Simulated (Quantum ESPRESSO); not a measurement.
```
Mg2OsH6
1.0
    0.00000     3.31764     3.31764
    3.31764     0.00000     3.31764
    3.31764     3.31764     0.00000
H Mg Os
6 2 1
Cartesian
  3.31763   3.31763   4.95097
  3.31764   3.31764   1.68430
  4.95097   3.31764   3.31764
  1.68430   3.31763   3.31764
  3.31764   4.95097   3.31764
  3.31763   1.68430   3.31764
  4.97645   4.97645   4.97645
  1.65882   1.65882   1.65882
  0.00000   0.00000   0.00000
```

The geometry is that of Materials Project entry mp-643002, symmetrised and not relaxed again.

Question: What does norm-conserving LDA (Quantum ESPRESSO, 84 Ry, without SOC) give for the electronic structure near the Fermi level?

Answer: The LDA gap is 3.22 eV and nearly direct: the edges lie at W and 80 % of the way from Γ to X, the smallest direct gap within 0.02 eV of it. Another conduction extremum on the path lies within 0.02 eV, too close to call. Spin-orbit coupling is left out, which matters for elements this heavy: edges can move by tenths of an eV.

The structure is a Materials Project entry; no match was found in the copy of COD used, and its stability was not checked.
